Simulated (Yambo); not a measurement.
```
CELL_PARAMETERS angstrom
      2.84208     1.64088     9.03188
     -2.84208     1.64088     9.03188
      0.00000    -3.28175     9.03188
ATOMIC_POSITIONS crystal
  P  0.41146 0.41146 0.41146
  P  0.58854 0.58854 0.58854
  K  0.89270 0.89270 0.89270
  K  0.10730 0.10730 0.10730
  K  0.70786 0.70786 0.70786
  K  0.29214 0.29214 0.29214
  Cd 0.50000 0.50000 0.50000
```

K4CdP2 (space group R-3m, No. 166): mean Im ε in 1 eV windows above the direct gap of 1.83 eV, for different electron-hole kernels (Yambo, broadening 0.15 eV, PBEsol (pw.x of Quantum ESPRESSO, ONCV potentials, scalar-relativistic) bands; 4×4×4 mesh, 6 valence and 22 conduction bands, static screening with 126 bands and a 3 Ry block, scissor 0.93 eV, Tamm-Dancoff; field along x).

```json
[
 {"window (eV)": "1.8 to 2.8", "independent quasiparticles": "1.0", "RPA (no attraction)": "0.9", "BSE": "3.1"},
 {"window (eV)": "2.8 to 3.8", "independent quasiparticles": "3.0", "RPA (no attraction)": "2.3", "BSE": "3.3"},
 {"window (eV)": "3.8 to 4.8", "independent quasiparticles": "3.8", "RPA (no attraction)": "2.7", "BSE": "3.0"},
 {"window (eV)": "4.8 to 5.8", "independent quasiparticles": "4.9", "RPA (no attraction)": "2.3", "BSE": "3.3"},
 {"window (eV)": "5.8 to 6.8", "independent quasiparticles": "4.3", "RPA (no attraction)": "2.4", "BSE": "2.8"},
 {"window (eV)": "6.8 to 7.8", "independent quasiparticles": "2.5", "RPA (no attraction)": "2.3", "BSE": "2.7"}
]
```

This run doesn't resolve bound excitons or single peaks, so only averages are given, and they too depend on the mesh; weight that the attraction moves below the gap isn't listed. All transitions below 8.94 eV are in the band window. The scissor comes from a G0W0 run whose convergence isn't established.

Spin-orbit splittings are left out.

Geometry of the Materials Project entry, not relaxed at this level.

The structure is a Materials Project entry; no match was found in the copy of COD used, and its stability was not checked.
